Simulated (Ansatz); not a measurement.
**Structure relaxation, Ir**

The start is a relaxed Ir cell, doubled along one cell vector, shaken by Gaussian noise of σ = 0.08 Å a coordinate. Cell shape, volume and atoms are optimised at zero target pressure with PBE (plane waves to 420 eV, PAW, scalar-relativistic; Ansatz, a quantum-chemistry and plane-wave program). The first steps use a coarse 7×13×10 k-mesh.

Input geometry:
```
Ir
1.0
   -4.85361     4.85361     2.75330
    2.42680    -2.42680     1.37665
    2.42680     2.42680    -1.37665
Ir
4
Direct
  0.38189   0.22775   0.51303
  0.88615   0.27455   0.50087
  0.01454   0.03389   0.02067
  0.50945   0.00608   0.02589
```

**Question.** Which atoms feel the largest initial force, and how large is it?

**Answer.** 1.13 eV/Å, on Ir1 (atoms numbered as listed).

**Question.** How much energy is released per atom?

**Answer.** 0.70 eV/atom.

**Question.** Does it find its way back to the structure it was made from?

**Answer.** It does not go back: it reaches Fm-3m (No. 225), fcc (Cu type), 0.68 eV/atom below the parent.

**Question.** How do the shortest distances between atoms change?

**Answer.** The closest pairs of elements (up to four, under 3.6 Å), start → end: Ir–Ir 2.45 → 2.74 Å.

**Question.** Is the relaxed structure metallic? Give its gap.

**Answer.** Zero (metallic).

**Question.** What does it relax into? Give the structure.

**Answer.** 
Space group Fm-3m (No. 225); a = b = c = 3.871 Å, α = β = γ = 90.00°

| atom | site | symmetry | x | y | z |
|---|---|---|---|---|---|
| Ir | 4a | m-3m | 0.0000 | 0.0000 | 0.0000 |
(The calculation used a cell of 1 atom; values per cell refer to that cell.)

Final values are on a 21×21×21 k-mesh of the relaxed cell. No spin polarisation in the result.

Of the parent cell (I4₁/amd (No. 141)): it is a generated cell of Ir: the first start was made by placing the elements on the sites of a structure type, and the end was not matched to a known phase here, so it may be hypothetical. Known forms of Ir include space group No. 225.
